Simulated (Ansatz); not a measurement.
BN (zinc blende, F-43m) at seven volumes, plane-wave PAW r²SCAN (Ansatz code), scaled uniformly. One row is withheld.

| V (Å³/atom) | P (GPa) |
|---|---|
| 5.346 | 43.78 |
| 5.522 | 27.09 |
| 5.699 | 12.61 |
| 5.875 | 0.02 |
| 6.051 | -10.93 |
| 6.227 | -20.45 |
| 6.404 | ? |

Fit the shown pressures and predict the withheld one.

P = (3/2)B₀(x^(7/2) − x^(5/2))[1 + (3/4)(B′ − 4)(x − 1)] with x = (V₀/V)^(2/3). Least squares on the six rows gives V₀ = 5.875 Å³/atom, B₀ = 391 GPa, B′ = 3.63. At V = 6.404, x = 0.9441 and P = -28.82 GPa. The run itself gave -28.74 GPa.

Symmetry was held in the r²SCAN relaxation; phonons on a q-mesh show no instability.

Potentials: the earlier of the program's two PAW sets.
